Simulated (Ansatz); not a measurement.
Eu (Cmcm); start Eu1↑ Eu2↓.

```
Eu
1.0
     1.99707   -3.47971    0.00000
     1.99707    3.47971    0.00000
     0.00000    0.00000    6.34073
Eu
2
Direct
  0.83687 0.16313 0.75000
  0.16313 0.83687 0.25000
```

Geometry: a structure from the Materials Project; nothing is relaxed.

Functional, mesh and filling: LDA, 10×10×5 k mesh, Fermi–Dirac smearing of 0.08 eV. LAPW is all-electron LAPW in Ansatz 0.2.0. Site moments are integrated in spheres about the atoms. Start moments (μB): Eu1 7, Eu2 -7.

Iteration by iteration:

```tsv
iteration	Harris–Foulkes energy less the last (meV)	density residual (eV)	M (μB)	∫|m| (μB)
1	56.620	1.6e-02	0.0000	14.1437
2	22.662	1.2e-02	0.0000	14.1496
3	2.403	3.5e-03	0.0000	14.1871
4	0.914	1.9e-03	0.0000	14.2056
5	0.909	7.9e-04	0.0000	14.2177
6	0.525	1.9e-04	0.0000	14.2254
7	0.210	2.1e-05	0.0000	14.2269
8	0.095	5.4e-06	0.0000	14.2254
9	0.014	6.0e-07	0.0000	14.2223
10	0.001	7.8e-08	0.0000	14.2212
11	0.000	3.1e-09	0.0000	14.2214
12	0.000	1.7e-09	0.0000	14.2213
```

Site moments (μB): Eu1 7.02, Eu2 -7.02. Cell moment 0.00 μB.

The program warned that a lower magnetic state may exist. Without U a semilocal functional puts the f levels too near the Fermi level, which can change moments and the order of magnetic states; site and cell moments are spin moments. Spin–orbit coupling is left out although heavy atoms are present. With open f shells a run can end in a state that isn't the lowest. The state reached may lie above the lowest one, so it isn't offered as the ground state. None of this fixes the real material's magnetic order: only patterns that fit the cell were computed, at zero temperature, with a functional that can overstate moments.
